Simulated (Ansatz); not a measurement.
Sn, DFT, PBEsol, all-electron LAPW, scalar-relativistic (Ansatz 0.2.0), run on 1 thread of Arm Neoverse V1 on a shared host.

The geometry is COD entry 1540069, unchecked; take it as a test cell. The listed cell was then made from it by scaling, straining or moving an atom.

Command: `ansatz run input.yaml --threads 1 --pin off --max-ram 3072MiB --backend cpu --events-out ev --progress --plain --runs-dir out`

```yaml
crystal:
  lattice:
    - [-1.5854297262, 1.5854297262, 2.9058985894]
    - [1.5854297262, -1.5854297262, 2.9058985894]
    - [1.5854297262, 1.5854297262, -2.9058985894]
  atoms:
    - { symbol: Sn, position: [0.0, 0.0, 0.0] }
kpoints:
  mp_grid: { grid: [15, 15, 18] }
  band_path:
    path:
      - [0.0, 0.0, 0.0]
      - [0.0, 0.0, 0.5]
      - [0.25, 0.25, 0.25]
      - [0.0, 0.5, 0.0]
      - [0.0, 0.0, 0.0]
      - [0.5, 0.5, -0.5]
      - [0.3244171604, 0.6755828396, -0.3244171604]
      - [-0.3244171604, 0.3244171604, 0.3244171604]
      - [0.0, 0.0, 0.0]
    npoints: 5
scf:
  occupations: { method: fermi_dirac, width: 0.08 }
hamiltonian:
  xc: pbesol
  pseudopotentials: { kind: all_electron, lapw: { basis_error: 0.00025 } }
output:
  forces: true
  stress: true
  eigenvalues: true
```

Task: How large is the problem that the program sets up?

Result: 1088 irreducible k-points, 203 plane waves at Γ, 15 bands.

Task: Estimate the wall time and the peak memory.

Result: 91 s of wall time for 8 SCF iterations, with a peak of 1.1 GiB. Times on shared machines scatter by tens of per cent.
